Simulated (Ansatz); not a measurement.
ZnCu₂SnS₄:
```yaml
crystal:
  lattice:
    - [-2.68674, 2.68674, 5.37696]
    - [2.68674, -2.68674, 5.37696]
    - [2.68674, 2.68674, -5.37696]
  atoms:
    - { symbol: Cu, position: [0.00000, 0.00000, 0.00000] }
    - { symbol: Cu, position: [0.75000, 0.25000, 0.50000] }
    - { symbol: Zn, position: [0.25000, 0.75000, 0.50000] }
    - { symbol: Sn, position: [0.50000, 0.50000, 0.00000] }
    - { symbol: S, position: [0.37036, 0.89849, 0.00899] }
    - { symbol: S, position: [0.10151, 0.11050, 0.47186] }
    - { symbol: S, position: [0.88950, 0.36136, 0.99101] }
    - { symbol: S, position: [0.63864, 0.62964, 0.52814] }
```

Relaxed with PBEsol. Special points in fractions of this cell's reciprocal vectors: Γ (0.000, 0.000, 0.000); X (0.000, 0.000, 0.500); P (0.250, 0.250, 0.250); N (0.000, 0.500, 0.000); M (0.500, 0.500, -0.500); S (0.312, 0.688, -0.312); S0 (-0.312, 0.312, 0.312); R (-0.125, 0.125, 0.500); G (0.500, 0.500, -0.125).

Problem. List the band energies nearest the valence-band maximum at these points for the program Ansatz at the PBEsol with spin–orbit coupling level (PAW).

Solution. In eV from the valence-band maximum; about four levels below and three above (degenerate sets whole), none deeper than 8.9 eV; points with the same levels are listed once.

```csv
k,below,above
Γ,-0.05 -0.05 0.00 0.00,0.10 0.10 1.76 1.76
X,-0.59 -0.59 -0.45 -0.45,0.49 0.49 2.22 2.22
P,-0.69 -0.68 -0.65 -0.60,0.75 0.75 2.73
N,-1.14 -1.14 -0.58 -0.58,1.54 1.54 2.91 2.91
M,-0.97 -0.97 -0.97 -0.97,1.16 1.16 1.75 1.75
S,-0.80 -0.75 -0.67 -0.65,1.42 1.43 2.23 2.23
R,-0.77 -0.76 -0.66 -0.64,0.74 0.75 2.43
```

Space group I-4. The PBEsol relaxation kept the symmetry of its start. The run is not spin-polarised.

Potentials: the later of the program's two PAW sets.
